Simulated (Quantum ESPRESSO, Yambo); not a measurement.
NaYS$_{2}$ (space group R-3m, No. 166). Cell and atoms were relaxed with PBEsol from Materials Project entry mp-10226, within its symmetry. Chain: PBEsol (Quantum ESPRESSO, PseudoDojo norm-conserving, 88 Ry, scalar-relativistic); G0W0 in Yambo (4×4×4 Γ-centred k mesh, bands 3 to 130 and a 7 Ry block in the screening, 130 bands in G with the Bruneval-Gonze terminator, plasmon pole fitted at 27.2 eV); BSE (6×6×6 mesh, 6 valence and 10 conduction bands, static screening with 49 bands and a 4 Ry block, scissor 1.68 eV, Tamm-Dancoff).

```yaml
PBEsol gap (dense path): 2.14 eV
PBEsol gap Γ → F on the GW mesh: 2.14 eV
PBEsol smallest direct gap on the GW mesh, at F: 2.98 eV
G0W0 direct gap at that point: 4.66 eV
G0W0 correction to the gap Γ → F: 1.62 eV
direct gap on the BSE mesh, with the scissor: 4.66 eV
first BSE state allowed for light along x: 4.22 eV
lowest BSE state: 4.19 eV
binding_of_the_lowest_exciton: 0.47 eV
```

Rough cost of the Yambo steps against G0W0 for 8 states: BSE within a factor of two.

Convergence of the G0W0 settings was not tested. The BSE states are vertical excitations (zero momentum); the indirect quasiparticle gap, about 3.76 eV, is smaller than the direct one (4.66 eV on the GW mesh). Convergence of the binding with the mesh was not shown. Axes are Cartesian, with cell vectors (Å) (1.97, 1.14, 6.58), (-1.97, 1.14, 6.58), (0.00, -2.27, 6.58).
